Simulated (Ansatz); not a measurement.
**YTlO2 (R-3m), clamped-ion strain scan**

All numbers below come from DFT LDA, scalar-relativistic, plane waves, PAW (Ansatz). The runs took a 420 eV cutoff, a Γ-centred 9×9×9 mesh and Gaussian smearing (0.05 eV). Spin–orbit coupling is left out, which matters for the heavy elements here. No spin polarisation. Energies are free energies at this smearing, counted from the undisturbed cell; pressure is positive in compression.

The starting cell (as given, not relaxed at this level; it stands at -8.3 GPa, and it needn't be the usual structure):

```
CELL_PARAMETERS angstrom
1.75623 1.01396 6.50057
-1.75623 1.01396 6.50057
0.00000 -2.02792 6.50057
ATOMIC_POSITIONS crystal
Y 0.50000 0.50000 0.50000
Tl 0.00000 0.00000 0.00000
O 0.77568 0.77568 0.77568
O 0.22432 0.22432 0.22432
```

The cell is strained by ε times the Voigt pattern (0, 0, 1, 0, 0, 0) (xx, yy, zz, yz, xz, xy; engineering shear) with fractional coordinates fixed. At -8 GPa the given cell is far from its own equilibrium, so these figures belong to a strongly strained crystal.

```csv
ε,ΔE (meV/atom),"stress summed along the pattern (GPa, tension positive)",pressure (GPa),gap on the mesh (eV)
-0.1000,-4.6,-7.48,1.2,1.84
-0.0750,-19.2,-3.33,-1.7,1.80
-0.0500,-22.8,0.58,-4.2,1.75
-0.0250,-16.2,4.25,-6.4,1.69
0.0000,0.0,7.69,-8.3,1.63
0.0250,25.2,10.89,-9.9,1.55
0.0500,58.8,13.87,-11.3,1.47
0.0750,100.2,16.62,-12.5,1.38
0.0875,123.6,17.91,-13.1,1.33
0.1000,148.7,19.14,-13.6,1.28
```